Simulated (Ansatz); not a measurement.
**Calculated 119Sn Mössbauer parameters for BAs with Sn replacing B**

Cell: a supercell of BAs (zinc blende type, F-43m) built from a structure deposited in the COD, with the ions relaxed around the defect (PBE).

Space group F-43m (No. 216); a = 14.3310 Å.

```
site  Wyckoff  site symmetry       x       y       z
  Sn       4a           -43m  0.0000  0.0000  0.0000
  B2      48h            ..m  0.1694  0.0008  0.1694
  B5      16e            .3m  0.3336  0.8336  0.1664
  B9      16e            .3m  0.6668  0.6668  0.3332
 B15      24f           2.mm  0.5000  0.6663  0.5000
As28      16e            .3m  0.0969  0.9031  0.0969
As29      24g           2.mm  0.2500  0.9173  0.2500
As33      48h            ..m  0.5831  0.7495  0.4169
As41      16e            .3m  0.4168  0.5832  0.4168
As54       4c           -43m  0.7500  0.2500  0.7500
```

One atom of each set is listed; the run and its k-mesh use a cell of 54 atoms with edges of 10.13, 10.13, 10.13 Å.

Level of theory: DFT, PBE, plane waves and PAW, scalar-relativistic, 420 eV cutoff, Γ-centred 2×2×2 k-points, Fermi–Dirac smearing 0.01 eV, cell charge +1 (Ansatz 0.2.0).

Isomer shifts (against SnO₂) follow from the electron density at the nucleus, δ = α(ρ − ρ₀), with α = 0.099 mm s⁻¹ a₀³ and ρ₀ = 183191.44 a₀⁻³ from a line fitted to 8 measured compounds at this level of theory (rms miss 0.12 mm/s). ΔE_Q = ½eQV_zz(1 + η²/3)^½ with Q = -0.132 b for the 23.9 keV state.

**Question.** Give the isomer shift and quadrupole splitting of each Sn site.

**Answer.** 

```json
{"site": "Sn", "atoms": "1", "first shell": "4 As at 2.41 Å", "ρ − ρ₀ (a₀⁻³)": "16.2", "δ (mm/s)": "1.60", "ΔE_Q (mm/s)": "0.00", "η": "–"}
```

The shift of Sn is between ionic Sn(IV) and covalent tin.

The defect repeats with the cell of 54 atoms, so it feels its images: sites between two images don't show the values beside a lone defect, and zeros or small values of η there can come from the images' arrangement. The relaxation keeps the site symmetry -43m of the start, so the impurity can't leave its site; a start off the site could end lower. A uniform background compensates the cell's charge. The cell keeps the host's lattice, where the PBE pressure is 8 GPa (in a charged cell this depends on the convention for the mean potential).

The relaxation (5 steps) took 2.1 min of wall time (2.1 min of CPU time) and 1.9 GiB at its peak, on 1 thread of Intel Xeon 6975P-C (Granite Rapids) (x86_64; 44 cores open to the job, memory cap 3.0 GiB, no GPU), a shared host with a load of 0.5 a core.
